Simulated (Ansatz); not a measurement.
PbO2:
```xyz
6
Lattice="5.0811 0.0000 0.0000 0.0000 5.0811 0.0000 0.0000 0.0000 3.4439" Properties=species:S:1:pos:R:3 pbc="T T T"
Pb     0.0000     0.0000     0.0000
Pb     2.5406     2.5406     1.7220
O      1.5648     1.5648     0.0000
O      0.9757     4.1054     1.7220
O      3.5163     3.5163     0.0000
O      4.1054     0.9757     1.7220
```

Relaxed with PBE. Special points in fractions of this cell's reciprocal vectors: Γ (0.000, 0.000, 0.000); X (0.000, 0.500, 0.000); M (0.500, 0.500, 0.000); Z (0.000, 0.000, 0.500); R (0.000, 0.500, 0.500); A (0.500, 0.500, 0.500).

Question: List the band energies nearest the Fermi level at these points for the program Ansatz at the PBE level (PAW).

Answer: In eV from the Fermi level; about four levels below and three above (degenerate sets whole), none deeper than 8.9 eV; points with the same levels are listed once.

```tsv
k	below	above
Γ	-0.63 -0.63 -0.55 -0.55	0.09 3.89 5.76 5.76
X	-0.65 -0.65 -0.36 -0.36	2.09 2.09 6.35 6.35
M	-0.68 -0.68 -0.46 -0.46	2.48 2.48 6.53 6.53
Z	-1.01 -1.01 -0.73 -0.73	3.40 3.40 8.60 8.60
R	-0.70 -0.70 -0.27 -0.27	3.67 3.67 7.02 7.02
A	-0.62 -0.62 -0.48 -0.48	2.55 2.55 8.13 8.13
```

Space group P4_2/mnm (rutile). Symmetry was held in the PBE relaxation; of distortions, only those at the zone centre were tested. Spin–orbit coupling is left out wherever it is not named.

Potentials: the later of the program's two PAW sets.
